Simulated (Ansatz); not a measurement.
Below is a relaxed structure of Cs. The cell was found from a structure generator's guess, not taken from experiment.

Method: DFT PBE, scalar-relativistic, plane waves, PAW (Ansatz 0.2.0). Cutoff 420 eV, Γ-centred mesh, Gaussian smearing, no spin polarisation.

The sheet is periodic along a and b; c holds vacuum.

```
Cs
1.0
     9.33666    0.00000    0.00000
    -4.66833    8.08579    0.00000
     0.00000    0.00000   28.96579
Cs
3
Direct
  0.33333 0.66667 0.27827
  0.66667 0.33333 0.27411
  0.00000 0.00000 0.27619
```

Energies count from the standard state of Cs at the same level.

Task: What layer group does it have?

Result: p-3m1 (No. 72). In-plane cell: a = 9.337 Å, b = 9.337 Å, γ = 120.0°, thickness 0.12 Å between the outermost nuclei.

Task: How far does it lie from the standard state of Cs?

Result: +0.19 eV/atom. It lies above the standard state, so it could only be metastable.

Task: Is it a metal?

Result: Yes, bands cross the Fermi level on the 6×6×1 mesh.

The last run used a 6×6×1 mesh for its 3-atom cell and Gaussian smearing of 0.10 eV. Symmetry constrained the relaxation, so the result can be a saddle point.
